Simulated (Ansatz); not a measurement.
**Question.** Each is relaxed and computed with r²SCAN in the plane-wave PAW code Ansatz. Which is the only metal?
A) YCu2Ge2, I4/mmm (Y on 2a, Cu on 4d, Ge on 4e)
B) Ba2YOsO6, I4/mmm (Pearson symbol tI20)
C) Y2CN2O2, P-3m1 (Y on 2d, C on 1a, N on 2c, O on 2d)
D) In5CuTe8, C2 (Pearson symbol mS28)

**Answer.** A, YCu2Ge2, I4/mmm (Y on 2a, Cu on 4d, Ge on 4e). YCu2Ge2: metal; Ba2YOsO6: gap 0.72 eV (indirect); In5CuTe8: gap 0.53 eV (direct); Y2CN2O2: gap 4.37 eV. Spin orders computed, not proven ground states: Ba2YOsO6, I4/mmm (Pearson symbol tI20) antiferromagnetic. Standing as an ambient phase not checked: YCu2Ge2, I4/mmm (Y on 2a, Cu on 4d, Ge on 4e); Ba2YOsO6, I4/mmm (Pearson symbol tI20); In5CuTe8, C2 (Pearson symbol mS28); Y2CN2O2, P-3m1 (Y on 2d, C on 1a, N on 2c, O on 2d). All cells were relaxed under the symmetry of their starts (and spin orders); stability against distortions was not tested throughout. Cells of antiferromagnets are given as chemical subcells. Rows with no word on spin ran without spin polarisation. Scalar-relativistic: spin–orbit coupling is off unless named, which matters more the heavier the elements.

Potentials: the later of the program's two PAW sets.
